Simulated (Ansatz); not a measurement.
Ansatz input file:

```yaml
crystal:
  lattice:
    - [2.2335582901, 0.0, 0.0238093764]
    - [0.0, 3.6524412273, 0.0]
    - [-0.3336438782, 0.0, 5.4494830312]
  atoms:
    - { symbol: Li, position: [0.7241841165, 0.25, 0.200628199] }
    - { symbol: Li, position: [0.2758158835, 0.75, 0.799371801] }
    - { symbol: Be, position: [0.7573013896, 0.25, 0.6201590314] }
    - { symbol: Be, position: [0.2426986104, 0.75, 0.3798409686] }
basis:
  ecutwfc: 420
kpoints:
  mp_grid: { grid: [18, 12, 8] }
hamiltonian:
  xc: pbesol
scf:
  occupations: { method: gaussian, width: 0.1 }
output:
  forces: true
  stress: true
  eigenvalues: true
```

Command:
```bash
ansatz run input.yaml --threads 1 --pin off --max-ram 1331MiB --backend cpu --events-out ev --progress --plain --runs-dir out
```

All numbers below come from Ansatz, DFT PBEsol, scalar-relativistic, plane waves, PAW.

Part of what the program printed, abridged:

```
Pseudopotentials: kind: paw
Pseudopotential: Li, paw, valence charge 3, recommended cutoff 420 eV (normal)
Pseudopotential: Be, paw, valence charge 2, recommended cutoff 420 eV (normal)
Functional definition: PBEsol
Crystal: 4 atoms, lattice volume = 44.486 Å³
Basis set: ecut = 420 eV, 865 PW (Γ), exchange–correlation on 30×50×80 points (8 copies of the dense FFT grid, shifted against one another)
Bands: 9, of which v1, the nominal top of the filled ones, is band 5 counted from 1 (4 counted from 0)
Symmetry: 4 space group operations
Space group: P21/m (ITA 11), of the structure as read, at distance tolerance 3.5e-5 Å
k-points: 518 of 1728
Initial density: superposition of atomic densities (neutral atoms: chi_scale 0, normalization atom), corrected by the library's trained network
Initial wavefunctions: pseudopotential atomic-orbital guess
Functional: x = pbesol(κ = 0.804, μ = 0.12345679), c = pbesol(β = 0.046)
SCF iter   1: F=—  HF=-585.394555 eV  |F-HF|=—  |Δ(HF+E_count)|=         —  Δρ=2.65e-3  dr2=4.32e-3  ethr=1.77e-3  ⟨swp⟩=5.0  Hψ=32148  notcnv=0
SCF iter   2: F=—  HF=-585.392900 eV  |F-HF|=—  |Δ(HF+E_count)|=   1.65e-3  Δρ=1.53e-3  dr2=1.67e-3  ethr=4.32e-5  ⟨swp⟩=1.0  Hψ=8806  notcnv=0
SCF iter   3: F=—  HF=-585.392318 eV  |F-HF|=—  |Δ(HF+E_count)|=   5.82e-4  Δρ=2.10e-4  dr2=8.29e-5  ethr=1.67e-5  ⟨swp⟩=2.6  Hψ=6972  notcnv=0
SCF iter   4: F=—  HF=-585.392257 eV  |F-HF|=—  |Δ(HF+E_count)|=   6.12e-5  Δρ=1.17e-4  dr2=3.68e-5  ethr=8.29e-7  ⟨swp⟩=2.1  Hψ=5695  notcnv=0
SCF iter   5: F=—  HF=-585.392248 eV  |F-HF|=—  |Δ(HF+E_count)|=   8.38e-6  Δρ=4.53e-5  dr2=5.18e-6  ethr=3.68e-7  ⟨swp⟩=1.1  Hψ=4653  notcnv=0
SCF iter   6: F=—  HF=-585.392247 eV  |F-HF|=—  |Δ(HF+E_count)|=   1.24e-6  Δρ=9.09e-6  dr2=2.07e-7  ethr=5.18e-8  ⟨swp⟩=1.6  Hψ=4987  notcnv=0
SCF iter   7: F=-585.392247 eV  HF=-585.392247 eV  |F-HF|=1.60e-9  |Δ(HF+E_count)|=   4.73e-8  Δρ=9.50e-7  dr2=2.04e-9  ethr=1.00e-9  ⟨swp⟩=4.7  Hψ=14616  notcnv=0
SCF 1 converged in 7 iterations: F = -585.392247 eV  dr2 = 2.04e-9
SCF converged after 7 iterations
Free energy (F): -585.392247 eV
Harris-Foulkes:  -585.392247 eV  (|F-HF|=1.60e-9)
Internal energy: -585.388132 eV  (E = F + TS)
E sigma→0 (E₀):  -585.390190 eV
Entropy (-TS):   -0.004115 eV (-1.029 meV/atom)
Fermi energy:    3.886627 eV
--- Per-component energies (eV) ---
  E_band       = -159.278724
  E_kinetic    = 83.750366
  E_local      = -243.632519  (includes V_loc(G=0)·N_el)
  E_nonlocal   = -56.596855
  E_hartree    = 75.341115
  E_xc         = -59.167354
  E_vxc        = -67.509714  (∫ρ·V_xc dr)
  E_paw        = -153.689365  (= ΣΔE_a)
  E_vpaw       = -25.972360  (= ΣTr[D̂ρ^β])
  E_aug_tail   = 0.000022  (compensation charges beyond the density's cutoff)
  E_ewald      = -231.412604
  E_core_change = 0.019063  (= ΣΔE_core)
  E_smearing   = -0.004115  (= −TS)
--- Forces (eV/Å), atoms counted from 1 ---
  atom   1  Li     0.02072933     0.00000000    -1.16430311
  atom   2  Li    -0.02072933     0.00000000     1.16430311
  atom   3  Be     0.05461709     0.00000000    -1.30650698
  atom   4  Be    -0.05461709     0.00000000     1.30650698
--- Stress (GPa, compression-positive) ---
        4.222437       0.000000       0.011758
        0.000000       7.652411       0.000000
        0.011758       0.000000      -1.835925
  P = ⅓ Tr σ = 3.3463 GPa (33.463 kbar)
--- Band table (eV; the first three rows and the last of 518) ---
  k-point 0: bands = ["-41.3744", "-41.3597", "-3.4548", "1.2766", "1.3725", "3.1001", "7.8478", "8.1475", "10.7701"]
  k-point 1: bands = ["-41.3743", "-41.3598", "-3.4370", "0.5857", "2.2150", "3.1352", "7.5737", "8.0889", "10.2364"]
  k-point 2: bands = ["-41.3740", "-41.3601", "-3.3916", "0.0213", "3.2265", "3.2384", "7.0531", "7.7808", "9.3054"]
  k-point 517: bands = ["-41.2204", "-41.2204", "2.5872", "2.5872", "5.7495", "5.7495", "7.1055", "7.1055", "8.7329"]
```

Self-consistency was reached.